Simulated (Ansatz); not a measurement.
SrTl (CsCl type, space group No. 221) at seven volumes, r²SCAN (plane waves, PAW; program Ansatz), scaled uniformly. One row is withheld.

| V (Å³/atom) | P (GPa) |
|---|---|
| 30.626 | 3.51 |
| 31.635 | ? |
| 32.645 | 0.98 |
| 33.655 | 0.00 |
| 34.664 | -0.82 |
| 35.674 | -1.52 |
| 36.684 | -2.11 |

Task: Fit the shown pressures and predict the withheld one.

Result: P = (3/2)B₀(x^(7/2) − x^(5/2))[1 + (3/4)(B′ − 4)(x − 1)] with x = (V₀/V)^(2/3). Least squares on the six rows gives V₀ = 33.658 Å³/atom, B₀ = 29.9 GPa, B′ = 4.62. At V = 31.635, x = 1.0422 and P = 2.14 GPa. The run itself gave 2.14 GPa.

Space group Pm-3m (CsCl type). The workflow started from an entry of the Crystallography Open Database (COD). Its standing as an ambient phase is unchecked. The r²SCAN relaxation kept the symmetry of its start; its stability against distortions is not shown here. Spin–orbit coupling is left out wherever it is not named.

Potentials: the later of the program's two PAW sets.
